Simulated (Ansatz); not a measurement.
Polymorphs of Ti, each relaxed with PBE in the plane-wave PAW code Ansatz:

A: diamond (Fd-3m)
a = 6.0286 Å, b = 6.0286 Å, c = 6.0286 Å, α = 90.00°, β = 90.00°, γ = 90.00°

```tsv
atom	site	symmetry	x	y	z
Ti	8b	-43m	0.5000	0.5000	0.5000
```

B: hcp (Mg type) (P6_3/mmc)
a = b = 2.9390 Å, c = 4.6482 Å, α = β = 90.00°, γ = 120.00°

```tsv
atom	site	symmetry	x	y	z
Ti	2c	-6m2	0.3333	0.6667	0.2500
```

Task: Put the candidates in order of energy per atom at 0 K, lowest first, for PBE.

Result: B (+0 meV/atom), A (+2151 meV/atom)

Spin orders computed, not proven ground states: A ferromagnetic. Typed or built starts, not in the databases checked: A. Not the usual ambient phase: A. All cells were relaxed under the symmetry of their starts (and spin orders); stability against distortions was not tested throughout. Rows with no word on spin ran without spin polarisation.

Energies hold the estimated change up to a 700 eV cutoff; steps of a few meV lie near the error of the meshes.

Potentials: the earlier of the program's two PAW sets.
